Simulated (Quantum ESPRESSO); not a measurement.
```
CELL_PARAMETERS angstrom
     -3.73097     3.73097     3.27594
      3.73097    -3.73097     3.27594
      3.73097     3.73097    -3.27594
ATOMIC_POSITIONS crystal
  O  0.51040 0.33274 0.17766
  O  0.08274 0.40508 0.32234
  O  0.15508 0.33274 0.82234
  O  0.08274 0.76040 0.67766
  O  0.23960 0.91726 0.32234
  O  0.66726 0.48960 0.82234
  O  0.59492 0.91726 0.67766
  O  0.66726 0.84492 0.17766
  V  0.25000 0.75000 0.50000
  V  0.50000 0.50000 0.00000
  La 0.00000 0.00000 0.00000
  La 0.75000 0.25000 0.50000
```

The geometry is that of Materials Project entry mp-19162, symmetrised and not relaxed again.

Question: What does norm-conserving PBEsol (Quantum ESPRESSO, 110 Ry, no spin-orbit coupling) give for the electronic structure near the Fermi level?

Answer: The PBEsol gap is 3.02 eV and nearly direct: the edges lie at N and Γ, the smallest direct gap within 0.02 eV of it. Another valence extremum on the path lies within 0.02 eV, too close to call. The 3d shell has no Hubbard U; the runs are without spin polarisation, and magnetic order was not tried. The 4f states are in the valence at their DFT position.

The structure is a Materials Project entry; no match was found in the copy of COD used, and its stability was not checked.
